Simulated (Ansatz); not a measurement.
# Vibrational response of MgMoH$_{4}$

Method: DFT PBE, scalar-relativistic, plane waves, PAW (Ansatz). Cutoff 420 eV, 12×12×8 k-points (Γ-centred), Fermi-Dirac smearing of 0.15 eV. No spin polarisation. Phonons by linear response, acoustic sum rule imposed.

Equilibrium structure at this level:
```
CELL_PARAMETERS angstrom
3.18031 0.00000 0.00000
0.00000 3.18031 0.00000
0.00000 0.00000 4.55224
ATOMIC_POSITIONS crystal
Mg 0.50000 0.50000 0.50000
H 0.50000 0.00000 0.22517
H 0.00000 0.50000 0.77483
H 0.50000 0.00000 0.77483
H 0.00000 0.50000 0.22517
Mo 0.00000 0.00000 0.00000
```

It was reached by relaxing an invented guess, and it needn't be the stable form of this composition. In a metal, frequencies depend on the k mesh and the smearing, soft modes most.

Question: Is this structure stable against zone-centre distortions?

Answer: Yes, at Γ: no optical mode is imaginary. Strains and other wave vectors aren't tested by this run.

Question: List the optical modes at Γ (i marks imaginary ones).

Answer:
| frequency (cm⁻¹) | degeneracy |
| --- | --- |
| 153 | 2 |
| 264 | 1 |
| 814 | 2 |
| 906 | 2 |
| 1064 | 1 |
| 1132 | 2 |
| 1166 | 1 |
| 1324 | 1 |
| 1324 | 1 |
| 1388 | 2 |
